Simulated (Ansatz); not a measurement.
Input:

ZrSi:
Space group P6₃/mmc (No. 194); a = b = 3.7399 Å, c = 6.8291 Å, α = β = 90.00°, γ = 120.00°

```tsv
atom	site	symmetry	x	y	z
Zr	2a	-3m.	0.0000	0.0000	0.0000
Si	2c	-6m2	0.3333	0.6667	0.2500
```

This is the PBE-relaxed structure.

All from DFT-PBE in the program Ansatz with PAW potentials, unless another level is named. Predict the electronic character.

metallic (no gap).

Predict the formation energy from the elements (no fitted shifts).

-0.50 eV/atom.

Predict the density of states at the Fermi level.

0.29 states/eV per atom (mean over ±0.08 eV).

Space group P6_3/mmc (NiAs type). The cell is a constructed one: a structure type filled with these elements; neither database checked (COD, Materials Project) lists it. COD files the formula under space group No. 62, 63, so this cell is another polymorph or a model. Whether it is the stable phase at ambient conditions was not checked. The cell was relaxed with PBE under the symmetry of its start; whether a distortion lowers the energy is not shown. The run is not spin-polarised. The references are the lowest solids computed at this level, not always the standard phases. Spin–orbit coupling is left out wherever it is not named.

Potentials: the later of the program's two PAW sets.
